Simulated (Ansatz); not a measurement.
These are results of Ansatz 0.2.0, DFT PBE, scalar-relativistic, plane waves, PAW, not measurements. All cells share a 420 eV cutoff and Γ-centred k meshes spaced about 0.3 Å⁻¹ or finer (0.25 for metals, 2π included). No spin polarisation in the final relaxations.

All energies are static (0 K, no zero-point motion). All come from trial cells, and lower structures may exist.

**Question.** Which of these relaxed structures of In₄Ru is the lowest in energy?
A.

```cif
data_structure
_symmetry_space_group_name_H-M 'Pm-3m'
_symmetry_Int_Tables_number 221
_cell_length_a 5.2042
_cell_length_b 5.2042
_cell_length_c 5.2042
_cell_angle_alpha 90.000
_cell_angle_beta 90.000
_cell_angle_gamma 90.000
_cell_volume 140.95
loop_
_atom_site_label
_atom_site_type_symbol
_atom_site_symmetry_multiplicity
_atom_site_Wyckoff_symbol
_atom_site_fract_x
_atom_site_fract_y
_atom_site_fract_z
_atom_site_occupancy
In1 In 1 a 0.00000 0.00000 0.00000 1
In2 In 3 c 0.50000 0.50000 0.00000 1
Ru1 Ru 1 b 0.50000 0.50000 0.50000 1
```

B.

```cif
data_structure
_symmetry_space_group_name_H-M 'I4/mmm'
_symmetry_Int_Tables_number 139
_cell_length_a 3.2322
_cell_length_b 3.2322
_cell_length_c 22.1191
_cell_angle_alpha 90.000
_cell_angle_beta 90.000
_cell_angle_gamma 90.000
_cell_volume 231.08
loop_
_atom_site_label
_atom_site_type_symbol
_atom_site_symmetry_multiplicity
_atom_site_Wyckoff_symbol
_atom_site_fract_x
_atom_site_fract_y
_atom_site_fract_z
_atom_site_occupancy
In1 In 4 e 0.00000 0.00000 0.18900 1
In2 In 4 e 0.00000 0.00000 0.42706 1
Ru1 Ru 2 a 0.00000 0.00000 0.00000 1
```

C.

```cif
data_structure
_symmetry_space_group_name_H-M 'P4/mmm'
_symmetry_Int_Tables_number 123
_cell_length_a 4.5562
_cell_length_b 4.5562
_cell_length_c 6.0685
_cell_angle_alpha 90.000
_cell_angle_beta 90.000
_cell_angle_gamma 90.000
_cell_volume 125.98
loop_
_atom_site_label
_atom_site_type_symbol
_atom_site_symmetry_multiplicity
_atom_site_Wyckoff_symbol
_atom_site_fract_x
_atom_site_fract_y
_atom_site_fract_z
_atom_site_occupancy
In1 In 4 i 0.00000 0.50000 0.74397 1
Ru1 Ru 1 a 0.00000 0.00000 0.00000 1
```

D.

```cif
data_structure
_symmetry_space_group_name_H-M 'Im-3m'
_symmetry_Int_Tables_number 229
_cell_length_a 6.2737
_cell_length_b 6.2737
_cell_length_c 6.2737
_cell_angle_alpha 90.000
_cell_angle_beta 90.000
_cell_angle_gamma 90.000
_cell_volume 246.93
loop_
_atom_site_label
_atom_site_type_symbol
_atom_site_symmetry_multiplicity
_atom_site_Wyckoff_symbol
_atom_site_fract_x
_atom_site_fract_y
_atom_site_fract_z
_atom_site_occupancy
In1 In 8 c 0.25000 0.25000 0.25000 1
Ru1 Ru 2 a 0.00000 0.00000 0.00000 1
```

**Answer.** D. It has space group Im-3m (No. 229); the next, C, with space group P4/mmm (No. 123), lies 78 meV/atom higher. Counting all near atoms (those within 1.25 times the shortest distance at each site; a plus sign parts nearer from farther groups), the lowest has In 2+6, Ru 8 and the next has In 8, Ru 8.

With atoms moved at random, P4/mmm came back. The Im-3m cell has imaginary phonons, to 13i cm⁻¹ on its k mesh, which in a cell without a gap can be an artefact. Without a clear test, and held by symmetry: I4/mmm and Pm-3m. Some types were kept out of the candidates beforehand, so the set may lack a known form.
